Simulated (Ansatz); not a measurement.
K$_{4}$CdP$_{2}$:
```cif
data_CdK4P2
_chemical_formula_sum 'K4 Cd1 P2'
_space_group_name_H-M_alt 'P 1'
_space_group_IT_number 1
_cell_length_a 9.51974
_cell_length_b 9.51974
_cell_length_c 9.51974
_cell_angle_alpha 34.384
_cell_angle_beta 34.384
_cell_angle_gamma 34.384
loop_
_space_group_symop_operation_xyz
  'x, y, z'
loop_
_atom_site_label
_atom_site_type_symbol
_atom_site_fract_x
_atom_site_fract_y
_atom_site_fract_z
_atom_site_occupancy
K1 K 0.89298 0.89298 0.89298 1
K2 K 0.10702 0.10702 0.10702 1
K3 K 0.70786 0.70786 0.70786 1
K4 K 0.29214 0.29214 0.29214 1
Cd1 Cd 0.50000 0.50000 0.50000 1
P1 P 0.41117 0.41117 0.41117 1
P2 P 0.58883 0.58883 0.58883 1
```

Relaxed with PBEsol. The program Ansatz at the PBEsol level (PAW) gives a gap of 0.86 eV.

Task: What gap does HSE06 give on the same cell (Ansatz, PAW)?

Result: 1.54 eV, 0.68 eV more. The hybrid was solved on a coarser mesh and at special points; its gap is the smallest among all of these.

| k | v1 PBEsol | c1 PBEsol | v1 HSE06 | c1 HSE06 |
|---|---|---|---|---|
| Γ | -0.10 | 0.86 | -0.10 | 1.54 |
| T | -0.16 | 2.03 | ___ | ___ |
| L | -0.03 | 1.52 | ___ | ___ |
| F | 0.00 | 1.82 | 0.00 | 2.46 |
| S0 | -0.28 | 1.87 | ___ | ___ |
| H0 | -0.30 | 1.91 | ___ | ___ |

Task: Top valence (v1) and lowest conduction level (c1) in eV from each method's valence maximum (which need not be a listed point): supply the withheld HSE06 values.

Result: 
- S0, v1 HSE06: -0.29
- S0, c1 HSE06: 2.54
- T, v1 HSE06: -0.15
- T, c1 HSE06: 2.70
- H0, v1 HSE06: -0.31
- H0, c1 HSE06: 2.57
- L, v1 HSE06: -0.04
- L, c1 HSE06: 2.16

Cost on shared cores: the PBEsol run (SCF on a 6×6×6 mesh, then bands and DOS) about 100 core-seconds (a rough figure), the HSE06 run (SCF on 4×4×4, then a few points) around 7 core-minutes (rough); the tasks are unlike.

Space group R-3m. The workflow started from a Materials Project entry (that database holds measured and hypothetical structures alike); the Crystallography Open Database copy checked does not list it. Whether it is the stable phase at ambient conditions was not checked. The PBEsol relaxation kept the symmetry of its start; its stability against distortions is not shown here. Spin–orbit coupling is left out wherever it is not named.

Potentials: the later of the program's two PAW sets.
